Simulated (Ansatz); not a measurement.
Structure relaxation, Si2W

The start is a relaxed Si2W cell, doubled along one cell vector, shaken by Gaussian noise of σ = 0.08 Å a coordinate. Cell shape, volume and atoms are optimised at zero target pressure with PBEsol (plane waves to 420 eV, PAW, scalar-relativistic; Ansatz, a program for electronic structure). The first steps use a coarse 9×9×2 k-mesh.

Input geometry:
```
CELL_PARAMETERS angstrom
      2.92252     0.00000     0.00000
     -1.46126     2.53098     0.00000
      0.00000     0.00000    11.65226
ATOMIC_POSITIONS crystal
  W  0.99124 0.03233 0.00206
  W  0.03486 0.03967 0.49340
  Si 0.30820 0.64942 0.16156
  Si 0.35717 0.65962 0.66439
  Si 0.67565 0.33685 0.32775
  Si 0.65806 0.28842 0.83924
```

What is the largest force in the starting geometry, and on which atom (counted from 1)?

About 1.3 eV/Å, on W1 (atoms numbered as listed).

How much energy is released per atom?

0.04 eV/atom.

Does it find its way back to the structure it was made from?

It relaxes back to the parent, P-3m1 (No. 164).

How do the shortest distances between atoms change?

The closest pairs of elements (up to four, under 3.6 Å), start → end: Si–W 2.42 → 2.56 Å; Si–Si 2.51 → 2.60 Å; W–W 2.92 → 2.92 Å.

It ends as:

```cif
data_Si2W
_chemical_formula_sum 'W1 Si2'
_space_group_name_H-M_alt 'P-3m1'
_space_group_IT_number 164
_space_group_name_Hall '-P 3 2"'
_cell_length_a 2.92248
_cell_length_b 2.92248
_cell_length_c 5.82584
_cell_angle_alpha 90.000
_cell_angle_beta 90.000
_cell_angle_gamma 120.000
loop_
_atom_site_label
_atom_site_type_symbol
_atom_site_symmetry_multiplicity
_atom_site_Wyckoff_symbol
_atom_site_fract_x
_atom_site_fract_y
_atom_site_fract_z
_atom_site_occupancy
W1 W 1 a 0.00000 0.00000 0.00000 1
Si1 Si 2 d 0.33333 0.66667 0.33027 1
```

Final values are on a 18×18×8 k-mesh of the relaxed cell. No spin polarisation in the result.

The relaxed structure here is a generated cell of Si2W: the first start was made by placing the elements on the sites of a structure type, and the end was not matched to a known phase here, so it may be hypothetical. Known forms of Si2W include space group No. 139.
